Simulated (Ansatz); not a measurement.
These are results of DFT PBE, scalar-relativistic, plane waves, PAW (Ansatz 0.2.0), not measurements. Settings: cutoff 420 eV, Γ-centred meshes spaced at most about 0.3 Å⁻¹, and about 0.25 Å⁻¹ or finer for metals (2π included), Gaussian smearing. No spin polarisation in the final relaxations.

All energies are static (0 K, no zero-point motion).

Two relaxed structures of Cs2Au:

A.

```cif
data_structure
_symmetry_space_group_name_H-M 'P6/mmm'
_symmetry_Int_Tables_number 191
_cell_length_a 6.3817
_cell_length_b 6.3817
_cell_length_c 4.2845
_cell_angle_alpha 90.000
_cell_angle_beta 90.000
_cell_angle_gamma 120.000
_cell_volume 151.12
loop_
_atom_site_label
_atom_site_type_symbol
_atom_site_symmetry_multiplicity
_atom_site_Wyckoff_symbol
_atom_site_fract_x
_atom_site_fract_y
_atom_site_fract_z
_atom_site_occupancy
Cs1 Cs 2 d 0.33333 0.66667 0.50000 1
Au1 Au 1 a 0.00000 0.00000 0.00000 1
```

B.

```cif
data_structure
_symmetry_space_group_name_H-M 'F-43m'
_symmetry_Int_Tables_number 216
_cell_length_a 8.6987
_cell_length_b 8.6987
_cell_length_c 8.6987
_cell_angle_alpha 90.000
_cell_angle_beta 90.000
_cell_angle_gamma 90.000
_cell_volume 658.21
loop_
_atom_site_label
_atom_site_type_symbol
_atom_site_symmetry_multiplicity
_atom_site_Wyckoff_symbol
_atom_site_fract_x
_atom_site_fract_y
_atom_site_fract_z
_atom_site_occupancy
Cs1 Cs 4 a 0.00000 0.00000 0.00000 1
Cs2 Cs 4 d 0.25000 0.25000 0.75000 1
Au1 Au 4 c 0.25000 0.25000 0.25000 1
```

Task: Which form is favoured at zero pressure, and by what margin per atom?

Result: B is lower, by 20 meV/atom. A has space group P6/mmm (No. 191), 50.4 Å³/atom and no gap on its mesh; B has space group F-43m (No. 216), 54.9 Å³/atom and no gap. Counting all near atoms (those within 1.25 times the shortest distance at each site; a plus sign parts nearer from farther groups; a slash parts the counts of unlike sites), A has Cs 3+8, Au 14 and B has Cs 8/4+6, Au 4+6. The lower one is the more open, so pressure narrows the difference. Even the lower one lies +0.04 eV/atom against the reference forms of the elements (uncorrected), so neither is stable at this level. Both come from invented guesses.

Spin–orbit coupling, which can matter for Au, is left out. A magnetic state wasn't ruled out in cells without spin, among them F-43m. Cells relaxed within their symmetry can be saddle points.
